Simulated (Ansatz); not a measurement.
Given:

Zn:
```
Zn
1.0
    0.00000     2.82648     2.82648
    2.82648     0.00000     2.82648
    2.82648     2.82648     0.00000
Zn
2
Direct
  0.00000   0.00000   0.00000
  0.25000   0.25000   0.25000
```

This is the PBEsol-relaxed structure.

Q: All from plane-wave PAW PBEsol (Ansatz code), unless another level is named. Give the highest zone-centre frequency.

A: 174 cm⁻¹.

Q: Give the bulk modulus (Birch–Murnaghan fit).

A: 35.8 GPa.

Space group Fd-3m (diamond). The start of the workflow was typed in or built on a structure type; neither database checked (COD, Materials Project) lists it. It is not the phase usual at ambient conditions (space group No. 194). The cell was relaxed with PBEsol under the symmetry of its start. At this level the phase is mechanically unstable. As this level gives no gap, phonon frequencies hold no LO–TO term and depend on the k-mesh and smearing (Fermi–Dirac, 0.1 eV here).

Potentials: the later of the program's two PAW sets.
